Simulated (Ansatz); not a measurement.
Theory: DFT r2SCAN, scalar-relativistic, plane waves, PAW in Ansatz.

Structure of BiTe:

```
CELL_PARAMETERS angstrom
2.41096 1.39197 3.29688
-2.41096 1.39197 3.29688
0.00000 -2.78393 3.29688
ATOMIC_POSITIONS crystal
Bi 0.50000 0.50000 0.50000
Te 0.00000 0.00000 0.00000
```

Settings: cutoff 500 eV, Γ-centred mesh 12×12×12 on the computed 2-atom cell, Gaussian smearing of 0.10 eV; no spin polarisation.

Levels along Γ–T–H2 | H0–L–Γ–S0 | S2–F–Γ, in eV from the Fermi level, sorted by energy at each point. Points in fractions of the primitive reciprocal vectors: Γ (0.000 0.000 0.000), T (0.500 0.500 0.500), H2 (0.714 0.286 0.500), H0 (0.500 -0.286 0.286), L (0.500 0.000 0.000), S0 (0.393 -0.393 0.000), S2 (0.607 0.000 0.393), F (0.500 0.000 0.500).
```
point k (1/Å, with 2π) band 14  band 15  band 16  band 17  band 18  band 19  band 20
    Γ             0.000    -3.25    -1.87     1.92     2.68     2.68     4.37     4.37
    -             0.136    -3.24    -1.86     1.63     2.36     2.36     4.52     4.52
    -             0.272    -3.22    -1.87     0.96     1.64     1.64     4.92     4.92
    -             0.408    -3.17    -1.95     0.20     0.81     0.81     5.13     5.57
    -             0.544    -3.06    -2.09    -0.50     0.03     0.03     5.49     6.44
    -             0.681    -2.91    -2.24    -1.06    -0.66    -0.66     6.30     7.50
    -             0.817    -2.72    -2.33    -1.43    -1.17    -1.17     7.45     8.70
    T             0.953    -2.62    -2.36    -1.56    -1.38    -1.38     8.60     9.12
    -             1.033    -2.85    -2.48    -1.45    -1.09    -0.96     8.35     8.90
    -             1.113    -3.42    -2.46    -1.38    -0.40    -0.21     7.88     8.41
    -             1.192    -3.96    -2.40    -1.29     0.40     0.63     7.37     7.85
    -             1.272    -4.44    -2.31    -1.16     1.22     1.50     6.90     7.32
    -             1.352    -4.83    -2.21    -1.01     2.04     2.36     6.49     6.84
    -             1.432    -5.10    -2.08    -0.83     2.79     3.16     6.15     6.43
   H2             1.512    -5.25    -1.95    -0.64     3.41     3.82     5.90     6.11
   H0             1.512    -5.25    -1.95    -0.64     3.41     3.82     5.90     6.11
    -             1.618    -5.26    -1.77    -0.38     3.81     4.26     5.71     5.81
    -             1.724    -5.04    -1.60    -0.14     3.57     4.04     5.57     5.62
    -             1.831    -4.62    -1.45     0.06     2.81     3.26     5.55     5.61
    -             1.937    -4.03    -1.33     0.20     1.80     2.19     5.74     5.81
    -             2.043    -3.30    -1.25     0.27     0.73     1.05     6.12     6.22
    -             2.150    -2.50    -1.19    -0.32    -0.02     0.34     6.67     6.75
    L             2.256    -1.99    -1.11    -0.93    -0.69     0.35     7.10     7.35
    -             2.373    -2.04    -1.27    -0.74    -0.49     0.47     6.53     6.84
    -             2.489    -2.15    -1.56    -0.36    -0.02     0.78     5.98     6.14
    -             2.606    -2.30    -1.83     0.15     0.58     1.19     5.52     5.58
    -             2.723    -2.57    -1.95     0.72     1.25     1.64     5.03     5.25
    -             2.839    -2.90    -1.94     1.29     1.91     2.10     4.67     4.88
    -             2.956    -3.15    -1.89     1.75     2.45     2.50     4.45     4.53
    Γ             3.073    -3.25    -1.87     1.92     2.68     2.68     4.37     4.37
    -             3.219    -2.99    -1.90     1.64     2.22     2.60     4.55     4.58
    -             3.365    -2.36    -1.88     0.90     1.26     2.63     5.00     5.14
    -             3.511    -1.71    -1.62     0.11     0.30     2.84     5.59     6.01
    -             3.658    -1.77    -1.46    -0.15     0.00     3.21     6.31     7.00
    -             3.804    -2.29    -2.23     0.36     0.73     3.65     5.77     7.14
    -             3.950    -3.15    -2.85     1.20     1.69     4.12     4.44     8.08
   S0             4.096    -4.00    -3.29     2.13     2.63     3.49     4.54     9.05
   S2             4.096    -4.00    -3.29     2.13     2.63     3.49     4.54     9.05
    -             4.136    -4.21    -3.38     2.37     2.83     3.34     4.63     9.26
    -             4.176    -4.40    -3.46     2.60     2.91     3.33     4.71     9.31
    -             4.216    -4.56    -3.52     2.81     2.86     3.46     4.78     9.15
    -             4.256    -4.69    -3.57     2.78     2.99     3.61     4.84     8.96
    -             4.296    -4.79    -3.61     2.71     3.12     3.74     4.88     8.79
    -             4.336    -4.85    -3.63     2.67     3.21     3.82     4.91     8.68
    F             4.376    -4.87    -3.64     2.65     3.24     3.85     4.92     8.65
    -             4.516    -4.81    -3.58     2.72     3.15     3.77     4.29     8.64
    -             4.657    -4.63    -3.42     2.67     3.00     3.14     3.54     8.52
    -             4.798    -3.57    -3.18     1.32     2.74     3.26     3.33     7.80
    -             4.938    -2.92    -2.18     0.05     2.50     3.00     3.79     6.48
    -             5.079    -2.78    -1.67     0.13     2.33     2.81     4.23     5.39
    -             5.220    -3.03    -1.87     1.45     2.35     2.70     4.40     4.65
    Γ             5.360    -3.25    -1.87     1.92     2.68     2.68     4.37     4.37
```

Spin-orbit coupling is left out, which matters for the bands of heavy elements.